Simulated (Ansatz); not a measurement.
Al:
```xyz
8
Lattice="5.0710 0.0000 0.0000 0.0000 5.0710 0.0000 0.0000 0.0000 5.0710" Properties=species:S:1:pos:R:3 pbc="T T T"
Al     0.0000     0.0000     0.0000
Al     2.5355     2.5355     2.5355
Al     1.2678     0.0000     2.5355
Al     3.8033     0.0000     2.5355
Al     2.5355     1.2678     0.0000
Al     2.5355     3.8033     0.0000
Al     0.0000     2.5355     1.2678
Al     0.0000     2.5355     3.8033
```

Relaxed with r²SCAN. Special points in fractions of this cell's reciprocal vectors: Γ (0.000, 0.000, 0.000); X (0.000, 0.500, 0.000); M (0.500, 0.500, 0.000); R (0.500, 0.500, 0.500).

Question: List the band energies nearest the Fermi level at these points for r²SCAN (plane waves, PAW; program Ansatz).

Answer: In eV from the Fermi level; about four levels below and three above (degenerate sets whole), none deeper than 8.9 eV; points with the same levels are listed once.

```csv
k,below,above
Γ,-1.16 -1.16 -0.86 -0.86 -0.86,0.06 0.06 0.06
X,-4.48 -4.48 -4.27 -4.27,0.38 0.38 0.93 0.93
M,-2.95 -2.87 -2.87 -2.10,2.23 2.39 2.60 2.60
R,-7.48 -7.48 -7.48 -7.48 -7.48 -7.48 -7.45 -7.45,3.29 3.29 3.29 3.29 3.29 3.29
```

Space group Pm-3n (A15 (β-W type)). The start of the workflow was typed in or built on a structure type; neither database checked (COD, Materials Project) lists it. It is not the phase usual at ambient conditions (space group No. 225). The cell was relaxed with r²SCAN under the symmetry of its start; whether a distortion lowers the energy is not shown.

Potentials: the later of the program's two PAW sets.
